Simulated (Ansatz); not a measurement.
Input:

SiO2:
```cif
data_O8Si4
_chemical_formula_sum 'Si4 O8'
_space_group_name_H-M_alt 'P 1'
_space_group_IT_number 1
_cell_length_a 4.98259
_cell_length_b 4.98259
_cell_length_c 6.92104
_cell_angle_alpha 90.000
_cell_angle_beta 90.000
_cell_angle_gamma 90.000
loop_
_space_group_symop_operation_xyz
  'x, y, z'
loop_
_atom_site_label
_atom_site_type_symbol
_atom_site_fract_x
_atom_site_fract_y
_atom_site_fract_z
_atom_site_occupancy
Si1 Si 0.69788 0.69788 0.50000 1
Si2 Si 0.80212 0.19788 0.75000 1
Si3 Si 0.30212 0.30212 0.00000 1
Si4 Si 0.19788 0.80212 0.25000 1
O1 O 0.89139 0.76170 0.31887 1
O2 O 0.73830 0.39139 0.56887 1
O3 O 0.10861 0.23830 0.81887 1
O4 O 0.26170 0.60861 0.06887 1
O5 O 0.39139 0.73830 0.43113 1
O6 O 0.23830 0.10861 0.18113 1
O7 O 0.60861 0.26170 0.93113 1
O8 O 0.76170 0.89139 0.68113 1
```

This is the r²SCAN-relaxed structure.

Task: All from DFT-r²SCAN in the program Ansatz with PAW potentials, unless another level is named. Give the Young's modulus.

Result: 65.1 GPa.

Task: Next, the highest zone-centre frequency (without LO–TO term)?

Result: 1199 cm^-1.

Space group P4_12_12. The cell was relaxed with r²SCAN under the symmetry of its start; phonons on a q-mesh show no instability.

Potentials: the earlier of the program's two PAW sets.
